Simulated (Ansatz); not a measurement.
Ansatz (a first-principles code) input:

Ansatz 0.2 input:
```yaml
crystal:
  lattice:
    - [-3.5293906706, 3.7062577209, 4.159648623]
    - [3.5293906706, -3.7062577209, 4.159648623]
    - [3.5293906706, 3.7062577209, -4.159648623]
  atoms:
    - { symbol: Ba, position: [0.0, 0.0, 0.0] }
    - { symbol: Ag, position: [0.3222695585, 0.8222695585, 0.5] }
    - { symbol: Ag, position: [0.6777304415, 0.1777304415, 0.5] }
    - { symbol: Sn, position: [0.5, 0.5, 0.0] }
    - { symbol: Se, position: [0.5221649061, 0.5297495312, 0.4062550944] }
    - { symbol: Se, position: [0.1234944368, 0.1159098117, 0.5937449056] }
    - { symbol: Se, position: [0.4778350939, 0.8840901883, 0.007584625] }
    - { symbol: Se, position: [0.8765055632, 0.4702504688, 0.992415375] }
kpoints:
  mp_grid: { grid: [8, 8, 8] }
basis: { xc_grid: 2, fft_grid_basis: typed }
hamiltonian:
  xc: pbesol
  pseudopotentials: { kind: paw }
scf:
  occupations: { method: gaussian, width: 0.05 }
checkpoint: { read: metal.run }
output: { write_density: true, elf: true, volumetric_format: npy }
```

Output (shortened):

```
Pseudopotentials: kind: paw
Pseudopotential: Ba, paw, valence charge 10
Pseudopotential: Ag, paw, valence charge 19
Pseudopotential: Sn, paw, valence charge 14
Pseudopotential: Se, paw, valence charge 16
Functional definition: PBEsol
Crystal: 8 atoms, lattice volume = 217.647 Å³
Basis set: ecut = 420 eV, 4219 PW (Γ), exchange–correlation on 90×90×90 points (8 copies of the dense FFT grid, shifted against one another)
Bands: 76, of which v1, the nominal top of the filled ones, is band 63 counted from 1 (62 counted from 0)
Symmetry: 4 space group operations
Space group: I222 (ITA 23), of the structure as read, at distance tolerance 6.0e-5 Å
k-points: 95 of 512 (time reversal used)
PAW frozen core: Ba, regenerated for the run's functional, and the local potential with it
PAW frozen core: Ag, regenerated for the run's functional, and the local potential with it
PAW frozen core: Sn, regenerated for the run's functional, and the local potential with it
PAW frozen core: Se, regenerated for the run's functional, and the local potential with it
Initial density: read from a saved state, or passed on in memory by an earlier SCF of this step, an earlier step, the calling program or the single point that …
Stability of the state it starts from, as read at its close in the unpolarized treatment …
Initial wavefunctions: pseudopotential atomic-orbital guess
Eigensolver: davidson
Functional: x = pbesol(κ = 0.804, μ = 0.12345679012345678), c = pbesol(β = 0.046)
iter 1 solved again at ethr=1.25e-6 eV; its pass at ethr=3.10e-3 eV (dr2=1.57e-3 eV) is discarded
SCF iter   1: F=—  HF=-48559.376586 eV  |F-HF|=—  |Δ(HF+E_count)|=         —  Δρ=8.66e-7  dr2=3.15e-9  ethr=1.25e-6  ⟨swp⟩=3.1  Hψ=50040  notcnv=0
all-band conjugate gradients solve this SCF's bands
preconditioner: auto → Resta (q_TF=auto, 2.491 Å⁻¹)
SCF iter   2: F=—  HF=-48559.376550 eV  |F-HF|=—  |Δ(HF+E_count)|=   3.63e-5  Δρ=4.70e-7  dr2=9.51e-10  ethr=2.50e-12  ⟨swp⟩=9.9  Hψ=37301  notcnv=0
SCF iter   3: F=-48559.376550 eV  HF=-48559.376550 eV  |F-HF|=3.20e-10  |Δ(HF+E_count)|=  2.11e-10  Δρ=2.85e-7  dr2=3.70e-10  ethr=1.00e-12  ⟨swp⟩=1.1  Hψ=14838  notcnv=0
SCF 1 converged in 3 iterations: F = -48559.376550 eV  dr2 = 3.70e-10
SCF converged after 3 iterations
Free energy (F): -48559.376550 eV
Harris-Foulkes:  -48559.376550 eV  (|F-HF|=3.20e-10)
Internal energy: -48559.376476 eV  (E = F + TS)
E sigma→0 (E₀):  -48559.376513 eV
Entropy (-TS):   -0.000074 eV (-0.009 meV/atom)
Fermi energy:    9.595509 eV
--- Per-component energies (eV) ---
  E_band       = -2396.644237
  E_kinetic    = 1887.013274
  E_local      = -18609.847736  (includes V_loc(G=0)·N_el)
  E_nonlocal   = -2173.952214
  E_hartree    = 8972.230313
  E_xc         = -1325.328116
  E_vxc        = -1091.903369  (∫ρ·V_xc dr)
  E_paw        = -24352.161101  (= ΣΔE_a)
  E_vpaw       = -352.413349  (= ΣTr[D̂ρ^β])
  E_aug_tail   = -0.001752  (compensation charges beyond the density's cutoff)
  E_ewald      = -12962.444697
  E_core_change = 5.115553  (= ΣΔE_core)
  E_smearing   = -0.000074  (= −TS)
  E_closure    =  0.000000  (closes the sum)
  Σ components = -48559.376550   (vs F -48559.376550, Δ=0.00e0)
  [band-id]    e_kinetic+e_local+e_nonlocal+2·e_hartree+e_vxc+e_vpaw+e_augmentation_tail = -2396.644519   (vs E_band -2396.644237, Δ=-2.82e-4)
--- Band table (eV; the first three rows and the last of 95) ---
  k-point 0: bands = ["-82.2511", "-82.2490", "-45.8356", "-45.8350", "-45.7752", "-45.7429", "-45.7309", "-45.7302", "-38.6017", "-38.6017", "-38.6014", "-38.6013", "-38.5831", "-38.5829", "-38.5828", "-38.5827", "-38.5213", "-38.5212", "-38.5212", "-38.5211", "-38.4458", "-38.4456", "-38.4456", "-38.4456", "-38.4398", "-38.4397", "-38.4395", "-38.4394", "-18.5543", "-13.0331", "-13.0298", "-13.0176", "-12.9649", "-12.9494", "-4.8005", "-3.9958", "-3.8891", "-3.8584", "-3.6178", "-3.5268", "-3.4758", "1.7042", "3.7429", "4.0030", "4.0034", "4.1593", "4.1899", "4.8391", "4.9281", "5.1145", "5.1930", "5.2895", "5.3450", "5.6786", "6.0728", "6.4771", "6.5274", "6.9606", "7.0648", "7.4805", "7.6055", "7.7198", "7.8294", "9.5638", "11.2368", "11.5847", "12.8133", "12.9752", "13.0798", "13.1094", "13.1980", "13.5341", "13.5769", "13.8964", "14.6664", "14.7778"]
  k-point 1: bands = ["-82.2511", "-82.2490", "-45.8356", "-45.8350", "-45.7752", "-45.7429", "-45.7309", "-45.7302", "-38.6017", "-38.6017", "-38.6014", "-38.6013", "-38.5831", "-38.5829", "-38.5828", "-38.5827", "-38.5213", "-38.5212", "-38.5212", "-38.5211", "-38.4457", "-38.4456", "-38.4456", "-38.4456", "-38.4398", "-38.4397", "-38.4395", "-38.4394", "-18.5542", "-13.0331", "-13.0298", "-13.0175", "-12.9649", "-12.9494", "-4.7856", "-4.0941", "-3.8811", "-3.8139", "-3.6524", "-3.5888", "-3.3445", "1.6700", "3.7471", "3.9590", "4.0246", "4.1477", "4.4643", "4.8329", "4.9366", "5.0859", "5.1863", "5.2299", "5.4431", "5.6838", "6.0286", "6.2291", "6.5991", "6.9840", "7.1019", "7.1571", "7.6270", "7.7838", "7.8912", "9.9069", "11.0443", "11.4936", "12.5172", "12.8706", "13.0156", "13.0750", "13.4280", "13.5363", "13.7918", "14.0369", "14.4604", "14.7161"]
  k-point 2: bands = ["-82.2511", "-82.2490", "-45.8356", "-45.8350", "-45.7752", "-45.7429", "-45.7309", "-45.7302", "-38.6017", "-38.6017", "-38.6014", "-38.6014", "-38.5830", "-38.5829", "-38.5828", "-38.5828", "-38.5213", "-38.5212", "-38.5212", "-38.5211", "-38.4457", "-38.4457", "-38.4456", "-38.4456", "-38.4398", "-38.4397", "-38.4395", "-38.4394", "-18.5540", "-13.0331", "-13.0297", "-13.0175", "-12.9649", "-12.9494", "-4.7342", "-4.1875", "-4.0053", "-3.8933", "-3.6275", "-3.4727", "-3.2287", "1.6178", "3.6859", "3.9847", "4.1023", "4.2991", "4.6539", "4.7987", "4.9280", "5.0923", "5.1700", "5.2488", "5.5012", "5.7083", "6.0345", "6.1390", "6.4343", "6.7964", "6.8976", "7.2810", "7.5075", "7.7085", "8.1940", "10.2189", "10.8606", "11.5077", "12.1549", "12.5497", "12.8323", "12.9999", "13.1766", "13.4293", "14.1002", "14.3009", "14.5748", "14.9731"]
  k-point 94: bands = ["-82.2511", "-82.2490", "-45.8356", "-45.8350", "-45.7752", "-45.7429", "-45.7309", "-45.7302", "-38.6018", "-38.6016", "-38.6014", "-38.6013", "-38.5830", "-38.5829", "-38.5828", "-38.5828", "-38.5213", "-38.5212", "-38.5212", "-38.5212", "-38.4457", "-38.4456", "-38.4456", "-38.4456", "-38.4398", "-38.4397", "-38.4395", "-38.4394", "-18.5533", "-13.0326", "-13.0292", "-13.0172", "-12.9649", "-12.9495", "-4.6405", "-4.4010", "-4.3228", "-4.2345", "-3.1335", "-3.1101", "-3.1037", "1.2060", "3.6348", "3.9945", "4.4551", "4.5754", "4.7438", "4.8483", "4.9376", "5.0971", "5.0984", "5.3970", "5.6549", "5.9132", "5.9477", "6.0964", "6.1498", "6.3755", "6.5035", "6.7085", "7.7025", "7.7032", "9.6273", "9.7026", "11.1009", "11.4177", "11.7311", "12.2221", "12.4092", "13.1018", "13.4118", "13.5607", "13.5770", "14.3058", "15.0158", "15.3510"]
  band table: 76 of 76 bands, residual norms ≤ 1.0e-3 eV
```

Cost: about 110 core-seconds (a rough figure) on shared cores.

The first step of the workflow began from a Materials Project structure, measured or hypothetical; the Crystallography Open Database files this formula in space group No. 23, but the cells were not matched. Whether it is the stable phase at ambient conditions was not checked. The cell was relaxed with PBEsol under the symmetry of its start; whether a distortion lowers the energy is not shown. No spin polarisation was allowed. Spin–orbit coupling is left out wherever it is not named.

Potentials: the later of the program's two PAW sets.

Ansatz is a plane-wave DFT program.
